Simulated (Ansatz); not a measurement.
Total density of states per atom from plane-wave PAW r²SCAN (Ansatz code), in 0.25 eV bins, energy from the valence-band maximum:

```
E (eV) | states/eV/atom
    -7.85 |  0.00
    -7.60 |  0.00
    -7.35 |  0.00
    -7.10 |  0.00
    -6.85 |  0.00
    -6.60 |  0.00
    -6.35 |  0.00
    -6.10 |  0.00
    -5.85 |  0.00
    -5.60 |  0.00
    -5.35 |  0.00
    -5.10 |  0.00
    -4.85 |  0.00
    -4.60 |  0.00
    -4.35 |  0.00
    -4.10 |  0.00
    -3.85 | ## 0.11
    -3.60 | ### 0.22
    -3.35 | ##### 0.40
    -3.10 | ######### 0.65
    -2.85 | ########## 0.70
    -2.60 | ######### 0.64
    -2.35 | ####### 0.51
    -2.10 | ################## 1.31
    -1.85 | ######################## 1.74
    -1.60 | ############################## 2.19
    -1.35 | ################# 1.25
    -1.10 | ############ 0.89
    -0.85 | ########## 0.72
    -0.60 | ####### 0.51
    -0.35 | ## 0.14
    -0.10 |  0.03
     0.15 |  0.00
     0.40 |  0.00
     0.65 |  0.00
     0.90 |  0.03
     1.15 | # 0.06
     1.40 | # 0.08
     1.65 | # 0.11
     1.90 | ## 0.13
     2.15 | ## 0.16
     2.40 | ### 0.18
     2.65 | ### 0.21
     2.90 | ### 0.24
     3.15 | #### 0.28
     3.40 | ##### 0.34
     3.65 | ##### 0.38
     3.90 | ##### 0.39
     4.15 | ###### 0.42
     4.40 | ###### 0.42
     4.65 | ##### 0.38
     4.90 | ###### 0.43
     5.15 | ###### 0.47
     5.40 | ####### 0.52
```

Q: Pick the material that matches.
A. YN, rock salt
B. YCu2, Imma (Y on 4e, Cu on 8h)
C. YAu, Cmcm (Y on 4c, Au on 4c)
D. SrTe, rock salt

A: A, YN, rock salt. Top 1 eV of the valence band: N 2p 81 %, Y 4d 15 %. Bottom 1 eV of the conduction band: Y 4d 86 %, N 2p 13 %. Projections are on Löwdin-orthogonalised atomic valence shells; empty p or d shells of many metals are not among them.

Space group Fm-3m (rock salt). Symmetry was held in the r²SCAN relaxation. The run is not spin-polarised. Spin–orbit coupling is left out wherever it is not named.

Potentials: the later of the program's two PAW sets.
